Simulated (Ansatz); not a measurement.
Ca$_{3}$BiP:
```cif
data_BiCa3P
_chemical_formula_sum 'Ca3 Bi1 P1'
_space_group_name_H-M_alt 'Pm-3m'
_space_group_IT_number 221
_space_group_name_Hall '-P 4 2 3'
_cell_length_a 5.40648
_cell_length_b 5.40648
_cell_length_c 5.40648
_cell_angle_alpha 90.000
_cell_angle_beta 90.000
_cell_angle_gamma 90.000
loop_
_atom_site_label
_atom_site_type_symbol
_atom_site_symmetry_multiplicity
_atom_site_Wyckoff_symbol
_atom_site_fract_x
_atom_site_fract_y
_atom_site_fract_z
_atom_site_occupancy
Ca1 Ca 3 c 0.00000 0.50000 0.50000 1
Bi1 Bi 1 a 0.00000 0.00000 0.00000 1
P1 P 1 b 0.50000 0.50000 0.50000 1
```

Relaxed with r²SCAN. Independent-particle spectrum: no excitons, no local fields, no scissors shift; 0.1 eV broadening; ε₁ of the summed bands alone.

Problem. Tabulate the dielectric function from plane-wave PAW r²SCAN (Ansatz code).

Solution. 

```tsv
E (eV)	ε₁ xx	ε₂ xx
0.0	12.01	0.00
0.5	12.87	0.01
1.0	14.96	2.85
1.5	14.14	7.05
2.0	12.10	9.06
2.5	11.28	11.81
3.0	3.08	15.30
3.5	-0.53	15.50
4.0	-3.98	9.34
4.5	-3.54	5.80
5.0	-1.53	2.91
5.5	0.07	2.96
6.0	-1.88	3.91
6.5	-0.26	3.19
7.0	-0.16	3.05
7.5	-0.96	3.30
8.0	-1.02	2.22
8.5	-1.55	1.89
9.0	-1.00	1.35
9.5	-0.77	1.11
10.0	-0.53	0.91
10.5	-0.42	0.74
11.0	-0.17	0.77
11.5	-0.14	0.52
12.0	-0.01	0.58
```

Problem. From ε at 1.6 eV (xx: 13.58 + 7.56i), find n, k, the normal reflectivity and the absorption coefficient.

Solution. n = 3.82, k = 0.991, R = 37 %, α = 2kE/ħc = 160000 cm⁻¹.

With all bands, ε∞ without local fields is 12.1.

The workflow started from a Materials Project entry (that database holds measured and hypothetical structures alike); the Crystallography Open Database copy checked does not list it. Its standing as an ambient phase is unchecked. Symmetry was held in the r²SCAN relaxation; whether a distortion lowers the energy is not shown. Scalar-relativistic: spin–orbit coupling is off unless named, which matters more the heavier the elements.

Potentials: the later of the program's two PAW sets.
